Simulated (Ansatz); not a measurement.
GaN (rock salt, space group No. 225), LDA in the plane-wave PAW code Ansatz: ε∞ = 7.94, cell volume 18.27 Å³. Infrared-active transverse modes:

```tsv
ω_TO (cm⁻¹)	oscillator strength S_xx (e²/amu)
256.1	1.080
```

Compute the static dielectric constant.

Each mode adds (4.921e7/V) S/ω²: 44.32. So ε0 = 52.3.

What LO frequency does the Lyddane–Sachs–Teller relation give?

ω_LO = ω_TO √(ε0/ε∞) = 657 cm⁻¹.

Space group Fm-3m (rock salt). This is a known high-pressure phase of the composition, computed here at zero pressure and temperature. The LDA relaxation kept the symmetry of its start; phonons on a q-mesh show no instability. Spin–orbit coupling is left out wherever it is not named.

Potentials: the later of the program's two PAW sets.
